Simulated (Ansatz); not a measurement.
BAs:
```
BAs
1.0
    0.00000     2.38556     2.38556
    2.38556     0.00000     2.38556
    2.38556     2.38556     0.00000
B As
1 1
Direct
  0.75000   0.75000   0.75000
  0.00000   0.00000   0.00000
```

Relaxed with HSE06 (plane waves, PAW; program Ansatz). Indices refer to the conventional cell of F-43m, a = 4.771 Å, b = 4.771 Å, c = 4.771 Å, α = 90.00°, β = 90.00°, γ = 90.00°.

**Question.** Simulate the powder diffraction pattern (Cu Kα, λ = 1.54184 Å; lines above 1 %) up to 2θ = 90°.

**Answer.** Simulated powder pattern, Cu Kα, λ = 1.54184 Å (kinematic, ideal powder, no thermal factors, no anomalous dispersion; the 30 strongest lines at most, above 1 %, up to 2θ = 90°):

```csv
2θ (°),d (Å),I/Imax (%),hkl
32.50,2.755,100,(111)
37.71,2.386,40,(200)
54.39,1.687,40,(220)
64.81,1.439,40,(311)
68.07,1.377,9.5,(222)
80.53,1.193,6.3,(400)
89.55,1.095,17,(331)
```

The cell was relaxed with HSE06 under the symmetry of its start.

Potentials: the earlier of the program's two PAW sets.
